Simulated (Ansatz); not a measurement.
Ru (hcp, Mg type)

```
CELL_PARAMETERS angstrom
      2.69188     0.00000     0.00000
     -1.34594     2.33123     0.00000
      0.00000     0.00000     4.24566
ATOMIC_POSITIONS crystal
  Ru 0.33333 0.66667 0.75000
  Ru 0.66667 0.33333 0.25000
```

The slice is a (0001) plane (indices of the conventional cell) through the point (0.333, 0.667, 0.750) (fractional), spanned by u = [110] and v = [1 -1 0] in vectors of this cell: u (2.69 Å) and v (4.66 Å, at 90° to u). It covers one period; positions are fractions (u, v).

All values below come from PBEsol (plane waves to 420 eV, PAW, scalar-relativistic; Ansatz, a quantum-chemistry and plane-wave program). k mesh 20×20×11. Near the nuclei the fields are pseudised (PAW); where an atom keeps semicore shells as valence, they peak there. Ru is run without spin polarisation. Ru was relaxed with its symmetry unable to fall.

Three fields on this plane, each scaled to ten steps between its own extremes (0 low, 9 high; the total valence density on a logarithmic scale, the potential cut 8 eV below its top; x marks points blanked near nuclei; v = 0 in the bottom row):

Map A
```
|xxxxxxx05650xxxxxx|
|xxxxxxx26762xxxxxx|
|xxxxxxx47874xxxxxx|
|xxxxxx1689861xxxxx|
|xxxxx047999740xxxx|
|xxxx04689998640xxx|
|001346788888764310|
|555666655555666655|
|888764310001346788|
|998640xxxxxxx04689|
|99740xxxxxxxxx0479|
|9861xxxxxxxxxxx168|
|874xxxxxxxxxxxxx47|
|762xxxxxxxxxxxxx26|
|650xxxxxxxxxxxxx05|
|650xxxxxxxxxxxxx05|
|650xxxxxxxxxxxxx05|
|762xxxxxxxxxxxxx26|
|874xxxxxxxxxxxxx47|
|9861xxxxxxxxxxx168|
|99740xxxxxxxxx0479|
|998640xxxxxxx04689|
|888764310001346788|
|555666655555666655|
|001346788888764310|
|xxxx04689998640xxx|
|xxxxx047999740xxxx|
|xxxxxx1689861xxxxx|
|xxxxxxx47874xxxxxx|
|xxxxxxx26762xxxxxx|
|xxxxxxx05650xxxxxx|
|xxxxxxx05650xxxxxx|
```

Map B
```
|xxxxxxx84348xxxxxx|
|xxxxxxx73237xxxxxx|
|xxxxxxx52125xxxxxx|
|xxxxxx7310137xxxxx|
|xxxxx952000259xxxx|
|xxxx85310001358xxx|
|998653221112235689|
|444333344444333344|
|111235689998653211|
|001358xxxxxxx85310|
|00259xxxxxxxxx9520|
|0137xxxxxxxxxxx731|
|125xxxxxxxxxxxxx52|
|237xxxxxxxxxxxxx73|
|348xxxxxxxxxxxxx84|
|349xxxxxxxxxxxxx94|
|348xxxxxxxxxxxxx84|
|237xxxxxxxxxxxxx73|
|125xxxxxxxxxxxxx52|
|0137xxxxxxxxxxx731|
|00259xxxxxxxxx9520|
|001358xxxxxxx85310|
|112235689998653221|
|444333344444333344|
|998653211111235689|
|xxxx85310001358xxx|
|xxxxx952000259xxxx|
|xxxxxx7310137xxxxx|
|xxxxxxx52125xxxxxx|
|xxxxxxx73237xxxxxx|
|xxxxxxx84348xxxxxx|
|xxxxxxx94349xxxxxx|
```

Map C
```
|xxxxxxx23632xxxxxx|
|xxxxxxx03530xxxxxx|
|xxxxxxx03530xxxxxx|
|xxxxxx0035300xxxxx|
|xxxxx102565201xxxx|
|xxxx21345554312xxx|
|332235543334553223|
|224676420002467642|
|667864211111246876|
|998532xxxxxxx23589|
|98522xxxxxxxxx2258|
|9732xxxxxxxxxxx237|
|852xxxxxxxxxxxxx25|
|852xxxxxxxxxxxxx25|
|742xxxxxxxxxxxxx24|
|742xxxxxxxxxxxxx24|
|632xxxxxxxxxxxxx23|
|530xxxxxxxxxxxxx03|
|530xxxxxxxxxxxxx03|
|5300xxxxxxxxxxx003|
|65201xxxxxxxxx1025|
|554312xxxxxxx21345|
|334553223332235543|
|002467642224676420|
|111246876667864211|
|xxxx23589998532xxx|
|xxxxx225898522xxxx|
|xxxxxx2379732xxxxx|
|xxxxxxx25852xxxxxx|
|xxxxxxx25852xxxxxx|
|xxxxxxx24742xxxxxx|
|xxxxxxx24742xxxxxx|
```

Question: Assign the maps to these fields: electron localisation function (ELF); valence electron density; electrostatic potential energy of an electron, from the cell's mean.

Answer: A is the electrostatic potential energy of an electron, from the cell's mean; B is the valence electron density; C is the electron localisation function (ELF).
